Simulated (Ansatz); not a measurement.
This cell of CaF2 (fluorite) is off equilibrium:

```
CELL_PARAMETERS angstrom
      0.00000     2.75686     2.64658
      2.75686     0.00000     2.64658
      2.75686     2.75686     0.00000
ATOMIC_POSITIONS crystal
  Ca 0.00000 0.00000 0.00000
  F  0.25000 0.25000 0.25000
  F  0.75000 0.75000 0.75000
```

All values below come from r2SCAN (plane waves to 500 eV, PAW, scalar-relativistic; Ansatz, a first-principles code). k mesh 11×11×11 (Γ-centred), Fermi-Dirac smearing 0.05 eV. The energy includes the smearing's −TS. Stress and pressure are positive under compression. CaF2 was relaxed with its symmetry unable to fall.

### Question
Give the stress tensor in GPa and the pressure.

### Answer
```
   -1.7      0.0      0.0
    0.0     -1.7      0.0
    0.0      0.0      3.4
```
The pressure, a third of the trace, is 0.0 GPa.

### Question
It is the relaxed cell deformed to V/V₀ = 1.000, (c/a)/(c/a)₀ = 0.960, c along z, fractional positions held. What is its energy relative to the relaxed cell?

### Answer
5.7 meV/atom.

(Under strain, the slope of the energy per volume gives the stress and its curvature an elastic modulus.)
